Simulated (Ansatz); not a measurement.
MoRu₅: stable or not

The cell was found from a structure generator's guess, not taken from experiment.

All numbers below come from DFT PBE, scalar-relativistic, plane waves, PAW (Ansatz 0.2.0). The final run on the 6-atom cell used 420 eV, a Γ-centred 12×12×10 mesh, 0.10 eV smearing and no spin polarisation.

```
Mo Ru
1.0
     4.75443    0.00000    0.00000
    -2.37721    4.11745    0.00000
     0.00000    0.00000    4.31633
Mo Ru
1 5
Direct
  0.00000 0.00000 0.00000
  0.33333 0.66667 0.00000
  0.66667 0.33333 0.00000
  0.66152 0.66152 0.50000
  0.33848 0.00000 0.50000
  0.00000 0.33848 0.50000
```

Energies over the elements count from the elements' standard structures at the same level, with no fitted energy shifts.

Q: These tests were run: energy against the elements; random kick, then relaxation without symmetry; phonons on a 2×2×2 q mesh; elastic tensor. What do they show?

A:

```csv
test,result
energy against the elements,−0.03 eV/atom
"random kick, then relaxation without symmetry",returns
phonons on a 2×2×2 q mesh,no imaginary mode on the mesh
elastic tensor,least eigenvalue 168 GPa
```

It fails none of these tests outright. Whether a mixture of other phases lies lower isn't tested here. Undecided: energy against the elements (too near zero for this accuracy).

For metals, differences of a few meV/atom aren't resolved. The kick test ran on a coarse mesh. The run for the phonons used a 12×12×10 k mesh and Fermi–Dirac smearing of 0.15 eV. The run for the elastic tensor used a 12×12×10 k mesh and Fermi–Dirac smearing of 0.15 eV.
